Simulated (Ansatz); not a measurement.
Q: Write an Ansatz input for a single-point calculation of BaSi3 with PBE (scalar-relativistic), a cutoff of 420 eV (density cutoff 4 times that), a Γ-centred 8×8×8 mesh and Gaussian smearing of 0.05 eV, without spin polarisation. Forces, stress and eigenvalues are wanted. The structure:
```
Ba Si
1.0
     4.5322782050    0.0000000000    0.0000000000
     0.0000000000    4.5322782050    0.0000000000
     0.0000000000    0.0000000000    4.5322782050
Ba Si
1 3
Direct
  0.0000000000 0.0000000000 0.0000000000
  0.0000000000 0.5000000000 0.5000000000
  0.5000000000 0.5000000000 0.0000000000
  0.5000000000 0.0000000000 0.5000000000
```

A: 
```yaml
crystal:
  lattice:
    - [4.532278205, 0.0, 0.0]
    - [0.0, 4.532278205, 0.0]
    - [0.0, 0.0, 4.532278205]
  atoms:
    - { symbol: Ba, position: [0.0, 0.0, 0.0] }
    - { symbol: Si, position: [0.0, 0.5, 0.5] }
    - { symbol: Si, position: [0.5, 0.5, 0.0] }
    - { symbol: Si, position: [0.5, 0.0, 0.5] }
basis:
  ecutwfc: 420
  ecutrho_ratio: 4
kpoints:
  mp_grid: { grid: [8, 8, 8] }
hamiltonian:
  xc: pbe
scf:
  occupations: { method: gaussian, width: 0.05 }
output:
  forces: true
  stress: true
  eigenvalues: true
```

Launched as:
```sh
ansatz run input.yaml --threads 2 --pin off --max-ram 2662MiB --backend cpu --events-out ev --progress --plain --runs-dir out
```

Run as written, it has 22 valence electrons, 1839 plane waves at Γ, 48 symmetry operations and 35 irreducible k-points; it took 6 SCF iterations in all. Cost: 1.4 s on 2 threads of Arm Neoverse V2, on a shared host, peak memory 0.35 GiB.

The cell came from substitution into a structure type; whether the compound takes it is for experiment to say.
